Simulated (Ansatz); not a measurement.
ZnInNO in space group P3m1 (No. 156; In on 1b, Zn on 1c, O on 1b, N on 1c), DFT-r²SCAN in the program Ansatz with PAW potentials. The conduction-band minimum lies at Γ, with 1 equivalent valley. Second derivatives d²E/dk² of the lowest band at one valley (eV·Å²), along Cartesian directions:

```tsv
direction	d²E/dk²
[100]	142.3
[010]	142.3
[001]	77.18
[110]	142.3
[101]	109.8
[011]	109.8
```

Q: Find the principal effective masses, the density-of-states mass and the conductivity mass.

A: Off-diagonal terms follow from H_xy = H[110] − (H_xx + H_yy)/2, and m*/mₑ = 7.620 eV·Å² over each eigenvalue: 0.054, 0.054, 0.099. One valley's DOS mass (m₁m₂m₃)^(1/3) = 0.066, conductivity mass 3/(Σ 1/mᵢ) = 0.063 mₑ.

Q: What effective density of states Nc follows at 300 K for parabolic valleys?

A: Nc = 2.509e19 × 1 × (0.066)^(3/2) ≈ 4.3e17 cm⁻³.

The start of the workflow was typed in or built on a structure type; neither database checked (COD, Materials Project) lists it. Whether it is the stable phase at ambient conditions was not checked. The cell was relaxed with r²SCAN under the symmetry of its start; its stability against distortions is not shown here. Spin–orbit coupling is left out wherever it is not named.

Potentials: the earlier of the program's two PAW sets. The files were generated under PBE; for other functionals the program regenerates the frozen cores, and for LDA and PBEsol the local potential too.

Edges and masses are those of Kohn–Sham bands, whose gap is no quasiparticle gap.
